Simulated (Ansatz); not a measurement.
According to r²SCAN in the plane-wave PAW code Ansatz, SrScHO₂ in the tetragonal phase (P4/mmm; Sr on 1d, Sc on 1a, O on 2f, H on 1b) relaxes to a = 4.113 Å, c = 3.837 Å. Sr has 12 nearest neighbours from 2.81 Å (cuboctahedral); Sc has 6 nearest neighbours from 1.92 Å (octahedral). Its formation energy from the elements is -2.66 eV/atom, with no fitted shifts.

It is gapped at this level: 2.89 eV (indirect). The valence maximum lies at Z and the conduction minimum at R (2 equivalent valleys). HSE06 on the same cell gives 3.73 eV. Gap from r²SCAN with spin–orbit coupling: 2.89 eV. Electrons at the band edge weigh 0.29, 0.88, 1.3 mₑ (principal values). The hole mass is 0.31, 1.0, 1.0 mₑ (principal values).

An equation-of-state fit gives a bulk modulus of 112 GPa. The relaxed-ion elastic constants in GPa are C11 = 290, C12 = 91.9, C13 = 34.5, C33 = 191, C44 = 55.8, C66 = 99.5. The elastic constants imply a Debye temperature near 606 K. Bader charges are Sr +1.60, Sc +1.98, O -1.45, H -0.70 e.

The start of the workflow was typed in or built on a structure type; neither database checked (COD, Materials Project) lists it. Its standing as an ambient phase is unchecked. Symmetry was held in the r²SCAN relaxation; whether a distortion lowers the energy is not shown. No spin polarisation was allowed. The references are the lowest solids computed at this level, not always the standard phases (solids in place of the gases). Scalar-relativistic: spin–orbit coupling is off unless named, which matters more the heavier the elements.

Potentials: the earlier of the program's two PAW sets.
